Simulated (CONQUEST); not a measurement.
Band structure of CdS (P6_3mc, 8 atoms in the cell; from Materials Project mp-672).

```
CELL_PARAMETERS angstrom
      4.16884     0.00000     0.00000
      0.00000     7.22064     0.00000
      0.00000     0.00000     6.77962
ATOMIC_POSITIONS crystal
  Cd 0.50000 0.16667 0.50022
  Cd 0.00000 0.33333 0.00022
  Cd 0.00000 0.66667 0.50022
  Cd 0.50000 0.83333 0.00022
  S  0.50000 0.16667 0.87678
  S  0.00000 0.33333 0.37678
  S  0.00000 0.66667 0.87678
  S  0.50000 0.83333 0.37678
```

Level of theory: LDA (PW92), numerical atomic orbitals double-zeta with polarisation (the shipped basis), PseudoDojo norm-conserving potentials made for LDA (CONQUEST).

Settings: basis = DZP; Diag.MPMeshX, Y, Z = 4 3 3; potentials = PseudoDojo norm-conserving LDA; Grid.GridCutoff = 140 Ha; DM.SolutionMethod = diagon; Diag.kT = 0.000735 Ha; Diag.GammaCentred = true; minE.SCTolerance = 1.0e-07; SC.MaxIters = 100; SC.LinearMixingFactor = 0.5; SC.KerkerPreCondition = true; SC.KerkerFactor = 0.1 1/bohr; AtomMove.TypeOfRun = static.

The program uses no crystal symmetry, so grid and mesh can part values that symmetry would make equal. The atom-centred basis is finite, which shifts total energies, pressures and forces against plane waves. The structure comes from a collection of computed structures, made at another level of theory; the collection holds predicted forms beside known ones.

Q: Predict the gap along the standard path.

A: The gap along the path of this cell's zone is 1.05 eV.

Points are given in units of this cell's reciprocal vectors. Levels in eV from the top of the valence band on the path, bands 49 to 53:
```tsv
point	49	50	51	52	53
Γ (0 0 0)	-0.74	-0.04	0.00	0.00	1.05
X (-0.5 0 0)	-1.29	-1.29	-1.20	-1.20	4.29
S (-0.5 0 -0.5)	-1.16	-1.16	-1.16	-1.16	4.23
Y (0 0 -0.5)	-0.39	-0.39	-0.38	-0.38	2.75
Z (0 -0.5 0)	-0.48	-0.48	-0.37	-0.37	2.87
U (-0.5 -0.5 0)	-1.27	-1.27	-0.74	-0.74	3.64
R (-0.5 -0.5 -0.5)	-1.30	-1.30	-1.30	-1.30	3.53
T (0 -0.5 -0.5)	-0.88	-0.88	-0.88	-0.88	3.77
```

Higher empty bands are left out: an atom-centred basis made for the valence describes them poorly.

The labels belong to the zone of the cell as typed, which is larger than the primitive one, so the bands are folded: a gap that looks direct here can be indirect in the primitive zone.
